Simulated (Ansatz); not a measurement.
Crystals of one structure type (Cu3Au type) and one family of elements, relaxed and computed with PBEsol (plane waves, PAW; program Ansatz).

| crystal | V (Å³/atom) | B₀ by P(V) fit (GPa) |
|---|---|---|
| ScGa3 | 16.59 | ? |
| ScAl3 | 16.87 | 91.4 |
| YTl3 | 25.58 | 56.3 |
| La3In | 30.63 | 43.6 |

Q: Fit a straight line to ln B₀ against ln V and predict the withheld value.

A: Least squares on the 3 shown rows: ln B₀ = -1.23 × ln V + (7.998), with a scatter of 1 %. For ScGa3 this gives 94.0. The run itself gave 83.5, outside the scatter: the line misses something about this case.

Standing as an ambient phase not checked: ScGa3, Cu3Au type; YTl3, Cu3Au type; La3In, Cu3Au type. All cells were relaxed under the symmetry of their starts (and spin orders); stability against distortions was not tested throughout. Rows with no word on spin ran without spin polarisation. Spin–orbit coupling is left out wherever it is not named.

Potentials: the later of the program's two PAW sets.
